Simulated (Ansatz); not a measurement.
Structure from Materials Project entry mp-570747 (possibly hypothetical), not relaxed further.

N: DFT, r2SCAN, PAW with Ansatz's default frozen-core files, scalar-relativistic (Ansatz 0.2.0).

Command: `ansatz run input.yaml --threads 1 --pin off --max-ram 3072MiB --backend cpu --events-out ev --progress --plain --runs-dir out` The run took about 70 s on 1 thread of a shared machine.

```yaml
crystal:
  lattice:
    - [4.08406197, 0.0, 0.0]
    - [0.0, 4.08406197, 0.0]
    - [0.0, 0.0, 5.34591325]
  atoms:
    - { symbol: "N", position: [0.9042752, 0.9042752, 0.0] }
    - { symbol: "N", position: [0.5957248, 0.4042752, 0.5] }
    - { symbol: "N", position: [0.0957248, 0.0957248, 0.0] }
    - { symbol: "N", position: [0.4042752, 0.5957248, 0.5] }
kpoints:
  mp_grid: { grid: [7, 7, 5] }
  band_path:
    path:
      - [0.0, 0.0, 0.0]
      - [0.0, 0.5, 0.0]
      - [0.5, 0.5, 0.0]
      - [0.0, 0.0, 0.0]
      - [0.0, 0.0, 0.5]
      - [0.0, 0.5, 0.5]
      - [0.5, 0.5, 0.5]
      - [0.0, 0.0, 0.5]
      - [0.0, 0.5, 0.0]
    npoints: 8
scf:
  occupations: { method: fermi_dirac, width: 0.03 }
hamiltonian:
  xc: r2scan
  pseudopotentials: { kind: paw }
output:
  forces: true
  stress: true
  eigenvalues: true
  efg: { contact_densities: true }
  populations: true
  bader: true
  dos: { projected: true, de: 0.2, e_range: [-14, 8] }
```

Output:

```
Engine: ansatz 0.2.0
Pseudopotentials: kind: paw
Pseudopotential: N, paw, valence charge 5, recommended cutoff 500 eV (meta_gga)
Functional definition: r2SCAN
  parameter k0 = 0.174
  parameter k1 = 0.065
  parameter a1 = 4.9479
  exchange = r2scan_x(k0 = k0, k1 = k1, a1 = a1)
  correlation = r2scan_c
Crystal: 4 atoms, lattice volume = 89.167 Å³
Basis set: ecut = 500 eV, 2323 PW (Γ), exchange–correlation on 120×120×160 points (64 copies of the dense FFT grid, shifted against one another)
Bands: 14, of which v1, the nominal top of the filled ones, is band 10 counted from 1 (9 counted from 0)
Symmetry: 16 space group operations
Space group: P42/mnm (ITA 136), of the structure as read, at distance tolerance 4.5e-5 Å
k-points: 30 of 245
Non-local potential: N, projectors of the file, l = 0: 2, l = 1: 2, l = 2: 1
PAW form: soft (Blöchl's): semilocal exchange-correlation on the pseudo side does not see the compensation charge
PAW frozen core: N, regenerated for the run's functional (the file was generated under x = pbe(κ = 0.804, μ = 0.2195149727645171), c = pbe(β = 0.06672455060314922))
PAW one-centre angular grid: N, 302 points (default); XC on 160 Gauss nodes
Initial density: superposition of atomic densities (neutral atoms: chi_scale 0, normalization atom), corrected by the library's trained network
Initial wavefunctions: pseudopotential atomic-orbital guess
Functional: x = r2scan, c = r2scan; τ floored in thin density (d = 2e-4 eV/Å³)
SCF iter   1: F=—  HF=-1539.244684 eV  |F-HF|=—  |Δ(HF+E_count)|=         —  Δρ=8.11e-3  dr2=3.11e-2  dr2_τ=8.23e-1  ethr=1.77e-3  ⟨swp⟩=5.8  Hψ=2346  notcnv=0
preconditioner: auto → none  [insulator: Δε(μ)=7.502 eV  Ē_g=13.826 eV  σ=0.030 eV  W_gap=1.00  n_scr=14 (ndim 8)  ℏωp=17.6 eV  f_vac=0.276  D(μ)=0.00/eV (n_scr^D=0)  ε∞_Penn≈2.6]
SCF iter   2: F=—  HF=-1539.281536 eV  |F-HF|=—  |Δ(HF+E_count)|=   3.69e-2  Δρ=3.37e-3  dr2=3.63e-3  dr2_τ=7.45e-4  ethr=1.56e-4  ⟨swp⟩=2.0  Hψ=1020  notcnv=0
SCF iter   3: F=—  HF=-1539.283506 eV  |F-HF|=—  |Δ(HF+E_count)|=   1.97e-3  Δρ=7.35e-4  dr2=1.61e-4  dr2_τ=3.78e-5  ethr=1.81e-5  ⟨swp⟩=2.0  Hψ=780  notcnv=0
SCF iter   4: F=—  HF=-1539.283596 eV  |F-HF|=—  |Δ(HF+E_count)|=   9.08e-5  Δρ=1.10e-4  dr2=4.22e-6  dr2_τ=1.78e-6  ethr=8.07e-7  ⟨swp⟩=2.0  Hψ=648  notcnv=0
SCF iter   5: F=—  HF=-1539.283604 eV  |F-HF|=—  |Δ(HF+E_count)|=   8.02e-6  Δρ=1.14e-5  dr2=3.46e-8  dr2_τ=3.99e-9  ethr=2.11e-8  ⟨swp⟩=2.0  Hψ=660  notcnv=0
SCF iter   6: F=-1539.283605 eV  HF=-1539.283605 eV  |F-HF|=7.12e-11  |Δ(HF+E_count)|=   3.96e-8  Δρ=9.91e-7  dr2=2.73e-10  dr2_τ=1.39e-10  ethr=1.73e-10  ⟨swp⟩=3.0  Hψ=1665  notcnv=0
SCF 1 converged in 6 iterations: F = -1539.283605 eV  dr2 = 2.73e-10
  greatest PAW one-centre occupation: 0.860 electrons in one spin orbital (limit 2), on the N atom at site 3 (counted from 0), in its partial waves of l = 0
NSCF: frozen V_eff on 65 k-points
SCF converged after 6 iterations
Free energy (F): -1539.283605 eV
Harris-Foulkes:  -1539.283605 eV  (|F-HF|=7.12e-11)
Internal energy: -1539.283605 eV  (E = F + TS)
E sigma→0 (E₀):  -1539.283605 eV
Fermi energy:    -2.196970 eV
--- Per-component energies (eV) ---
  E_band       = -225.087375
  E_kinetic    = 500.951543
  E_local      = -1474.807638  (includes V_loc(G=0)·N_el)
  E_nonlocal   = 189.555700
  E_hartree    = 470.569026
  E_xc         = -227.147328
  E_vxc        = -326.502510  (∫ρ·V_xc dr)
  E_paw        = -515.336892  (= ΣΔE_a)
  E_vpaw       = -78.232751  (= ΣTr[D̂ρ^β])
  E_aug_tail   = 0.000074  (compensation charges beyond the density's cutoff)
  E_vtau       = 22.810564  (kinetic-family band-sum trace: ∫τ·v_τ [+ j·A + Jᵃ·Aᵃ] dr)
  E_ewald      = -482.949831
  E_core_change = -0.118258  (= ΣΔE_core)
  E_smearing   = -0.000000  (= −TS)
  E_closure    = 0.000000  (closes the sum)
  Σ components = -1539.283605   (vs F -1539.283605, Δ=0.00e0)
--- Forces (eV/Å), atoms counted from 1 ---
  atom   1  N      1.28640400     1.28640400     0.00000000
  atom   2  N     -1.28640400     1.28640400     0.00000000
  atom   3  N     -1.28640400    -1.28640400     0.00000000
  atom   4  N      1.28640400    -1.28640400     0.00000000
  max |Σ_I F_I| component: 2.22e-16 eV/Å
--- Stress (GPa, compression-positive) ---
       -3.489321       0.000000       0.000000
        0.000000      -3.489321       0.000000
        0.000000       0.000000       0.092324
  P = ⅓ Tr σ = -2.2954 GPa (-22.954 kbar)
--- PAW observables at the nuclei: V_zz in 10²¹ V/m², potentials from the cell's mean, atoms counted from 1 ---
  atom   1  N  V_zz =   -11.256203   η = 0.0003   by run symmetry: allowed
            electrostatic potential = -503.109714 V   contact ρ = 1417.791966 e/Å³
  atom   2  N  V_zz =   -11.256203   η = 0.0003   by run symmetry: allowed
            electrostatic potential = -503.109714 V   contact ρ = 1417.791966 e/Å³
  atom   3  N  V_zz =   -11.256203   η = 0.0003   by run symmetry: allowed
            electrostatic potential = -503.109714 V   contact ρ = 1417.791966 e/Å³
  atom   4  N  V_zz =   -11.256203   η = 0.0003   by run symmetry: allowed
            electrostatic potential = -503.109714 V   contact ρ = 1417.791966 e/Å³
--- Band table (eV; the first three rows and the last of 30) ---
  k-point 0: bands = ["-25.1162", "-25.0500", "-9.7387", "-9.7387", "-7.8535", "-7.2702", "-7.2702", "-7.1716", "-6.9915", "-6.2356", "1.5557", "2.4607", "2.8344", "2.8344"]
  k-point 1: bands = ["-25.1098", "-25.0562", "-9.7361", "-9.7361", "-7.8333", "-7.3838", "-7.2741", "-7.2741", "-6.7714", "-6.2621", "1.6337", "2.3645", "2.8305", "2.8305"]
  k-point 2: bands = ["-25.0931", "-25.0727", "-9.7320", "-9.7320", "-7.7597", "-7.6104", "-7.2806", "-7.2806", "-6.5251", "-6.3529", "1.8454", "2.1238", "2.8243", "2.8243"]
  k-point 29: bands = ["-25.0588", "-25.0578", "-10.1005", "-10.0928", "-7.7064", "-7.6571", "-7.4590", "-7.4283", "-6.0610", "-6.0512", "2.4129", "2.4166", "3.3235", "3.3513"]
--- Löwdin populations: 4 sites ---
  site symbol       q [e]
     0      N      4.9149
     1      N      4.9149
     2      N      4.9149
     3      N      4.9149
  spilling = 0.017030 (of n_electrons = 20.000000)
--- Bader charges: 4 sites ---
  site symbol  charge [e]  shift [e]
     0      N      0.0000     0.0000
     1      N      0.0000     0.0000
     2      N      0.0000     0.0000
     3      N      0.0000     0.0000
  estimated error of the sums over rays = 1.5e-5 e
```

populations.tsv:

```
# site	symbol	l	j	q
# orbitals = lowdin
# n_electrons = 20.000000
# spilling = 0.017030
0	N	0_2S	-	1.583446
0	N	1_2P	-	3.331406
1	N	0_2S	-	1.583446
1	N	1_2P	-	3.331406
2	N	0_2S	-	1.583446
2	N	1_2P	-	3.331406
3	N	0_2S	-	1.583446
3	N	1_2P	-	3.331406
```

bader_charges.tsv:

```
# site	symbol	x_ang	y_ang	z_ang	partial_charge_e	electrons	volume_ang3	relative_density_drop	shared_charge_e	partial_wave_shift_e
# quadrature_error_electrons = 1.5e-5
0	N	3.6931	3.6931	0.0000	0.00000	7.00000	20.00	-	0.00000	0.00000
1	N	2.4330	1.6511	2.6730	0.00000	7.00000	20.00	-	0.00000	0.00000
2	N	0.3909	0.3909	0.0000	0.00000	7.00000	20.00	-	0.00000	0.00000
3	N	1.6511	2.4330	2.6730	0.00000	7.00000	20.00	-	0.00000	0.00000
```
